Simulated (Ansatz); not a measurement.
The calculation used DFT PBE, scalar-relativistic, plane waves, PAW, and for the lanthanide a 4f-in-core norm-conserving potential (Ansatz 0.2.0). Settings: cutoff 630 eV, Γ-centred meshes spaced at most about 0.3 Å⁻¹, and about 0.25 Å⁻¹ or finer for metals (2π included), Gaussian smearing. No spin polarisation in the final relaxations.

All energies are static (0 K, no zero-point motion).

Two forms of DyBe₂F₂ were relaxed alike.

1.

```yaml
crystal:
  lattice:
    - [3.97694, 0.00000, 0.00000]
    - [-1.98847, 3.44413, 0.00000]
    - [0.00000, 0.00000, 8.05887]
  atoms:
    - { symbol: Dy, position: [0.00000, 0.00000, 0.50000] }
    - { symbol: Be, position: [0.00000, 0.00000, 0.86799] }
    - { symbol: Be, position: [0.00000, 0.00000, 0.13201] }
    - { symbol: F, position: [0.33333, 0.66667, 0.50000] }
    - { symbol: F, position: [0.66667, 0.33333, 0.50000] }
```

2.

```yaml
crystal:
  lattice:
    - [1.90247, -5.32361, 0.00000]
    - [1.90247, 5.32361, 0.00000]
    - [0.00000, 0.00000, 5.79501]
  atoms:
    - { symbol: Dy, position: [0.00000, 0.00000, 0.50000] }
    - { symbol: Be, position: [0.72885, 0.27115, 0.50000] }
    - { symbol: Be, position: [0.27115, 0.72885, 0.50000] }
    - { symbol: F, position: [0.50000, 0.50000, 0.71540] }
    - { symbol: F, position: [0.50000, 0.50000, 0.28460] }
```

Task: Which form is favoured at zero pressure, and by what margin per atom?

Result: Cell 2 is lower, by 175 meV/atom. Cell 1 has space group P6/mmm (No. 191), 22.1 Å³/atom and no gap on its mesh; cell 2 has space group Cmmm (No. 65), 23.5 Å³/atom and no gap. Counting F atoms around Be and Dy (those within 1.25 times the shortest such distance or 1.15 times the sum of covalent radii, 1.27 where that leaves under three; the shortest distance is added where it exceeds 1.18 times the sum of covalent radii), cell 1 has Dy 6, Be 6 from 3.8 Å and cell 2 has Dy 4, Be 2 from 2.7 Å. In cell 1, Dy has 6 F at 2.30 Å and 2 Be at 2.97 Å; Be is surrounded by 1 Be at 2.13 Å and 1 Dy at 2.97 Å; around F lie 3 Dy at 2.30 Å and 3 F at 2.30 Å. In cell 2, around Dy lie 4 F at 2.28 Å, 2 Be at 2.89 Å and 4 Be at 3.09 Å; Be has 2 Be at 1.96 Å, 2 F at 2.74 Å, 1 Dy at 2.89 Å and 2 Dy at 3.09 Å; F is surrounded by 2 Dy at 2.28 Å, 1 F at 2.50 Å and 2 Be at 2.74 Å. Both come from invented guesses.

Weakly bound directions are ill-defined at this level, which has no dispersion term (Cmmm), and this can change margins and order among such cells. In P6/mmm, Cmmm an odd number of valence electrons (the lanthanide is held trivalent, its 4f shell in the core) allows no gap without spin; another valence of the lanthanide, a larger cell or a magnetic state could open one. Cells relaxed within their symmetry can be saddle points.

The lanthanide is trivalent by construction, without f bands, f moments or other valences.
